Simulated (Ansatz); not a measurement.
The elements of this relaxed trial crystal are hidden behind letters.

```
lattice vectors (Å)
   5.3673    0.0000    0.0000
   0.0000    5.3673    0.0000
   0.0000    0.0000    5.3673
fractional positions
X 0.0000 0.5000 0.5000
X 0.5000 0.0000 0.5000
X 0.5000 0.5000 0.0000
X 0.0000 0.0000 0.0000
Z 0.5000 0.5000 0.5000
```

The calculation used DFT PBE, scalar-relativistic, plane waves, PAW (Ansatz 0.2.0). Settings of the last relaxation (5-atom cell): 420 eV, 8×8×8 k points, Gaussian smearing of 0.10 eV, no spin polarisation.

```
Space group                              : Pm-3m (No. 221)
Conventional cell                        : a = 5.367 Å
Volume per atom                          : 30.92 Å³
Density                                  : 5.44 g/cm³
Formation energy                         : +0.21 eV/atom
Gap on the 8×8×8 mesh of the 5-atom cell : 0 eV (a metal)
```

Energies are uncorrected and count from the elements' standard states at the same level.

Question: X is a p-block element of period 5 and Z is a p-block element of period 3. Which elements are they?

Answer: X = Sn, Z = S, so the formula is Sn4S. Density times volume gives a mean mass of 5.44 × 30.92/1.6605 = 101.3 u per atom, and this set has 101.4 u. Sn on a site of symmetry 4/mmm is surrounded by 2 S at 2.68 Å and 12 Sn at 3.80 Å; Sn on a site of symmetry m-3m has 12 Sn at 3.80 Å; S is surrounded by 6 Sn at 2.68 Å. Other sets within the hints have nearly the same mass, so mass alone doesn't settle it; this one was computed.

A structure relaxed within its symmetry needn't be a true minimum. Another cell of Sn4S relaxed alike, in P4/mmm, lies 65 meV/atom lower, so this cell isn't the stable form at this level.
